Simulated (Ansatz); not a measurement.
Total density of states per atom from the program Ansatz at the LDA level (PAW), in 0.25 eV bins, energy from the Fermi level:

```
E (eV) | states/eV/atom
    -3.20 |  0.00
    -2.95 |  0.03
    -2.70 | # 0.05
    -2.45 | # 0.07
    -2.20 | ### 0.21
    -1.95 | ######## 0.68
    -1.70 | ############### 1.22
    -1.45 | ####################### 1.89
    -1.20 | ##################### 1.78
    -0.95 | #################### 1.68
    -0.70 | ################## 1.49
    -0.45 | ################ 1.29
    -0.20 | ############## 1.16
     0.05 | #################### 1.65
     0.30 | ##################### 1.74
     0.55 | ################### 1.58
     0.80 | ################### 1.59
     1.05 | ########################## 2.13
     1.30 | ############################## 2.49
```

Question: Pick the material that matches.
(A) AgI, wurtzite
(B) Re, dhcp (α-La type)
(C) La, dhcp (α-La type)
(D) LaLuO3, cubic perovskite

Answer: C, La, dhcp (α-La type). Within 0.5 eV of the Fermi level: La 5d 73 %, La 4f 17 %, La 6s 6 %. Projections are on Löwdin-orthogonalised atomic valence shells; empty p or d shells of many metals are not among them.

Space group P6_3/mmc (dhcp (α-La type)). The cell was relaxed with LDA under the symmetry of its start. Scalar-relativistic: spin–orbit coupling is off unless named, which matters more the heavier the elements.

Potentials: the earlier of the program's two PAW sets. The files were generated under PBE; for other functionals the program regenerates the frozen cores, and for LDA and PBEsol the local potential too.
